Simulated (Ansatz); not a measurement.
GaAs:
```
CELL_PARAMETERS angstrom
      0.00000     2.83325     2.83325
      2.83325     0.00000     2.83325
      2.83325     2.83325     0.00000
ATOMIC_POSITIONS crystal
  As 0.75000 0.75000 0.75000
  Ga 0.00000 0.00000 0.00000
```

Relaxed with r²SCAN.

Question: Give the Bader charges and basin volumes of the independent atoms, the program Ansatz at the r²SCAN level (PAW).

Answer: 

```
atom  Bader charge (e)  Bader volume (Å³)
----  ----------------  -----------------
As1              -0.76               28.8
Ga2              +0.76               16.7
```

Space group F-43m (zinc blende). Symmetry was held in the r²SCAN relaxation.

Potentials: the later of the program's two PAW sets.
